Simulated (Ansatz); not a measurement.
A plane-wave run on Ge2Br

The input, for Ansatz 0.2.0 (plane waves, PAW):

```yaml
crystal:
  lattice:
    - [4.09462, 0.0, 0.0]
    - [2.04731, -8.051014, 0.0]
    - [0.0, 0.0, -4.056415]
  atoms:
    - { symbol: Br, position: [0.106, 0.788, 0.75] }
    - { symbol: Br, position: [0.894, 0.212, 0.25] }
    - { symbol: Ge, position: [0.75, 0.5, 0.75] }
    - { symbol: Ge, position: [0.25, 0.5, 0.25] }
    - { symbol: Ge, position: [0.441, 0.118, 0.75] }
    - { symbol: Ge, position: [0.559, 0.882, 0.25] }
  symmetry: { tolerance: 0.0003 }
kpoints:
  mp_grid: { grid: [5, 5, 5], shift: [0, 0, 0] }
  band_path:
    path:
      - [0.0, 0.0, 0.0]
      - [0.0, -0.5, 0.0]
      - [0.46766774, -0.26616613, 0.0]
      - [0.53233226, 0.26616613, 0.0]
      - [0.0, 0.0, 0.0]
      - [0.0, 0.0, -0.5]
      - [0.53233226, 0.26616613, -0.5]
      - [0.46766774, -0.26616613, -0.5]
      - [0.0, -0.5, -0.5]
      - [0.0, -0.5, 0.0]
      - [0.0, 0.0, 0.0]
    npoints: 6
magnetization:
  noncollinear: true
  spin_orbit: true
scf:
  occupations: { method: fermi_dirac }
  lower_state_search: "off"
  max_iter: 200
hamiltonian:
  pseudopotentials: { kind: paw_fr }
  xc: pbesol
basis:
  ecutwfc: 420
  fft_grid_basis: typed
output:
  forces: true
  stress: true
  eigenvalues: true
  bader: true
  populations: true
  elf: true
  write_potential: true
  volumetric_format: npy
  dos:
    e_range: [-12, 8]
    de: 0.05
    projected: { site_lists: { Br: [Br], Ge: [Ge] } }
    method: { smearing: { sigma: 0.1, scheme: gaussian } }
checkpoint:
  read: saved_state
```

The run starts from an earlier solution of this cell. The state carries no moments; the state need not be the lowest.

Excerpt of what it printed:

```
SCF iter   1: F=—  Δρ=2.25e-3  dr2=1.04e-3  dr2_m=0.00e0 (ungated)  |M|=0.00e0 ∫|m|=0.00e0 μB
SCF iter   2: F=—  Δρ=1.61e-3  dr2=5.84e-4  dr2_m=0.00e0 (ungated)  |M|=0.00e0 ∫|m|=0.00e0 μB
SCF iter   3: F=—  Δρ=5.45e-4  dr2=1.14e-4  dr2_m=0.00e0 (ungated)  |M|=0.00e0 ∫|m|=0.00e0 μB
SCF iter   4: F=—  Δρ=6.81e-5  dr2=1.02e-5  dr2_m=0.00e0 (ungated)  |M|=0.00e0 ∫|m|=0.00e0 μB
SCF iter   5: F=—  Δρ=1.70e-5  dr2=7.29e-7  dr2_m=0.00e0 (ungated)  |M|=0.00e0 ∫|m|=0.00e0 μB
SCF iter   6: F=—  Δρ=7.87e-6  dr2=1.82e-7  dr2_m=0.00e0 (ungated)  |M|=0.00e0 ∫|m|=0.00e0 μB
SCF iter   7: F=-22485.9672 eV  Δρ=4.12e-6  dr2=3.01e-8  dr2_m=0.00e0 (ungated)  |M|=0.00e0 ∫|m|=0.00e0 μB
Magnetization: |M| = 0.0000 μB,  M = (+0.0000, +0.0000, +0.0000) μB
Absolute magnetization: 0.0000 μB (∫|m|)
  site 0: m = (+0.0000, +0.0000, +0.0000) μB, |m| = 0.0000 μB  (R = 1.23 Å)
  site 1: m = (+0.0000, +0.0000, +0.0000) μB, |m| = 0.0000 μB  (R = 1.23 Å)
  site 2: m = (+0.0000, +0.0000, +0.0000) μB, |m| = 0.0000 μB  (R = 1.19 Å)
  site 3: m = (+0.0000, +0.0000, +0.0000) μB, |m| = 0.0000 μB  (R = 1.19 Å)
  site 4: m = (+0.0000, +0.0000, +0.0000) μB, |m| = 0.0000 μB  (R = 1.15 Å)
  site 5: m = (+0.0000, +0.0000, +0.0000) μB, |m| = 0.0000 μB  (R = 1.15 Å)
Free energy (F): -22485.9672 eV
Harris-Foulkes:  -22485.9672 eV  (|F-HF|=1.37e-8)
Internal energy: -22485.8158 eV  (E = F + TS)
E sigma→0 (E₀):  -22485.8915 eV
Entropy (-TS):   -0.1514 eV (-25.229 meV/atom)
Fermi energy:    8.7207 eV
--- Per-component energies (eV) ---
  E_band       = -585.0606
  E_kinetic    = 703.2006
  E_local      = -9952.7306  (includes V_loc(G=0)·N_el)
  E_nonlocal   = 1804.8871
  E_hartree    = 4281.6102
  E_xc         = -819.4384
  E_vxc        = -461.6468  (∫ρ·V_xc dr)
  E_paw        = -12305.4123  (= ΣΔE_a)
  E_vpaw       = -1241.9875  (= ΣTr[D̂ρ^β])
  E_aug_tail   = 0.0012  (compensation charges beyond the density's cutoff)
  E_ewald      = -6201.8031
  E_core_change = 3.8696  (= ΣΔE_core)
  E_smearing   = -0.1514  (= −TS)
--- Forces (eV/Å), atoms counted from 1 ---
  atom   1  Br     0.0000    -0.5088     0.0000
  atom   2  Br     0.0000     0.5088     0.0000
  atom   3  Ge     0.0000    -0.0690     0.0000
  atom   4  Ge     0.0000     0.0690     0.0000
  atom   5  Ge     0.0000     0.0418     0.0000
  atom   6  Ge     0.0000    -0.0418     0.0000
--- Stress (GPa, compression-positive) ---
        0.3962       0.0000       0.0000
        0.0000       1.5821       0.0000
        0.0000       0.0000      -2.7782
  P = ⅓ Tr σ = -0.2666 GPa (-2.666 kbar)
--- Löwdin populations: 6 sites ---
  site symbol       q [e]
     0     Br      6.9504
     1     Br      6.9504
     2     Ge     13.9524
     3     Ge     13.9524
     4     Ge     13.9869
     5     Ge     13.9869
  spilling = 0.0032 (of n_electrons = 70.0000)
```

Origin: a known structure type with other elements, at an estimated volume, so it need not be a known compound. Caveats: the k mesh is coarse if the cell is a metal.
